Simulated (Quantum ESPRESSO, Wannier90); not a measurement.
**Wannierisation of GaS (R-3m)**

```
GaS
1.0
   -1.80182     3.12085     0.00000
   -3.60365     0.00000     0.00000
   -1.80182     1.04028     7.98931
Ga S
2 2
Direct
  0.05082   0.05082   0.84754
  0.94918   0.94918   0.15246
  0.76195   0.76195   0.71416
  0.23805   0.23805   0.28584
```

Materials Project entry mp-9889; symmetrised, unrelaxed at this level. Not found in the COD (Crystallography Open Database) copy used, which has the formula in other groups; not checked further. Level: PBEsol, spinors with spin-orbit coupling; pw.x of Quantum ESPRESSO at 64 Ry with PseudoDojo potentials, 6×6×6 k-points, Wannier90. Density: 10×10×10 mesh, cold smearing 0.01 Ry. The cell is built of weakly bound layers, chains or molecules, whose nearest atoms lie 4.00 Å apart. Database cells relaxed without dispersion often hold them too far apart, which can enlarge gaps and weakens couplings between them; spacing and stacking were not compared with the measured crystal.

Base run: 32 functions from bands 21-72 of the 72 computed, start hydrogen-like Ga: s;p; S: s;p, centres 0.05 Å off the atoms, frozen window up to 3.08 eV relative to the valence-band maximum, outer window open. One thing is changed at a time; window edges are relative to the valence-band maximum. The misfit compares interpolated bands with pw.x on a high-symmetry path, for states up to 2.6 eV relative to the valence-band maximum. Converged means that the tolerances were met: symmetric starts can stop on a saddle, which shows as a larger Ω_OD at equal Ω_I and can move the misfit too.

| setting | functions | frozen to (eV) | Ω_I (Å²) | Ω_D (Å²) | Ω_OD (Å²) | rms misfit (meV) | worst (meV) | ended |
|---|---|---|---|---|---|---|---|---|
| base | 32 | 3.08 | 48.21 | 0.25 | 6.95 | 7.9 | 75 | converged |
| frozen window to 2.58 eV | 32 | 2.58 | 45.92 | 0.19 | 6.84 | 17 | 213 | converged |
| frozen window to 7.63 eV | 32 | 7.63 | – | – | – | – | – | stops: too many frozen states |
| no frozen window | 32 | none | 42.35 | 0.15 | 5.85 | 205 | 792 | converged |
